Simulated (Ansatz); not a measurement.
## Si, first-principles data

Si:
```xyz
2
Lattice="-1.6832 1.6832 3.0822 1.6832 -1.6832 3.0822 1.6832 1.6832 -3.0822" Properties=species:S:1:pos:R:3 pbc="T T T"
Si     0.0000     0.0000     1.1779
Si     0.0000     0.0000     4.9865
```

Space group I4/mmm (No. 139); conventional cell a = b = 3.3664 Å, c = 6.1643 Å, α = β = γ = 90.00°.

Method: r²SCAN in the plane-wave PAW code Ansatz. The cell and atoms are relaxed at this level. Other levels are named where they apply.

### Cell and energy

```
Quantity              Value
---------------  ----------
Volume per atom    17.46 Å³
Density          2.67 g/cm³
```

### Electronic structure

```
Quantity                                                                    Result
------------------------------------  --------------------------------------------
Electronic character                                             metallic (no gap)
Density of states at the Fermi level  0.30 states/eV per atom (mean over ±0.08 eV)
```

### Mechanics

```
Quantity                               Value
----------------------------------  --------
Bulk modulus (Birch–Murnaghan fit)  99.7 GPa
Pressure derivative B′                   4.3
```

The start of the workflow was typed in or built on a structure type; the Crystallography Open Database copy checked does not list it. It is not the phase usual at ambient conditions (space group No. 227). The r²SCAN relaxation kept the symmetry of its start; whether a distortion lowers the energy is not shown.

Potentials: the later of the program's two PAW sets.
